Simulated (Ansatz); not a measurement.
Rough cost of magnetic runs on CoOs (P-6m2) in Ansatz 0.2.0, 1 thread of Intel(R) Xeon(R) 6975P-C (Granite Rapids), on a shared host.

```yaml
crystal:
  lattice:
    - [2.67127, 0.00000, 0.00000]
    - [-1.33564, 2.31339, 0.00000]
    - [0.00000, 0.00000, 4.11656]
  atoms:
    - { symbol: Co, position: [0.66667, 0.33333, 0.50000] }
    - { symbol: Os, position: [0.33333, 0.66667, 0.00000] }
```

```json
{"run": "PAW: field of 1000 T on the spins", "functional, mesh": "PBEsol, 14×14×8", "k points solved": "120", "bands": "21", "iterations": "21", "wall time (s)": "14", "peak memory (GiB)": "0.47"}
{"run": "LAPW: no spin polarisation", "functional, mesh": "PBEsol, 14×14×8", "k points solved": "120", "bands": "38", "iterations": "13", "wall time (s)": "43", "peak memory (GiB)": "0.56"}
{"run": "PAW: total moment held at 0.62 μB", "functional, mesh": "PBEsol, 14×14×8", "k points solved": "120", "bands": "21", "iterations": "13", "wall time (s)": "6.9", "peak memory (GiB)": "0.46"}
{"run": "LAPW: total moment held at 0.31 μB", "functional, mesh": "PBEsol, 14×14×8", "k points solved": "120", "bands": "38", "iterations": "17", "wall time (s)": "110", "peak memory (GiB)": "0.79"}
{"run": "PAW: total moment held at 0.9 μB", "functional, mesh": "PBEsol, 14×14×8", "k points solved": "120", "bands": "21", "iterations": "12", "wall time (s)": "7.2", "peak memory (GiB)": "0.47"}
{"run": "LAPW: total moment held at 0.7 μB", "functional, mesh": "PBEsol, 14×14×8", "k points solved": "120", "bands": "39", "iterations": "17", "wall time (s)": "140", "peak memory (GiB)": "0.78"}
{"run": "LAPW: field of 1000 T on the spins", "functional, mesh": "PBEsol, 14×14×8", "k points solved": "120", "bands": "39", "iterations": "21", "wall time (s)": "130", "peak memory (GiB)": "0.79"}
{"run": "LAPW: field of 3000 T on the spins", "functional, mesh": "PBEsol, 14×14×8", "k points solved": "120", "bands": "39", "iterations": "20", "wall time (s)": "130", "peak memory (GiB)": "0.81"}
{"run": "LAPW: field of 200 T on the spins", "functional, mesh": "PBEsol, 14×14×8", "k points solved": "120", "bands": "39", "iterations": "23", "wall time (s)": "160", "peak memory (GiB)": "0.81"}
```

Problem. Roughly how much dearer is an iteration by LAPW than by PAW among the runs with the first row's mesh and spin treatment (collinear)?

Solution. About 11 times (medians of wall time over iterations; times from a shared host are rough).
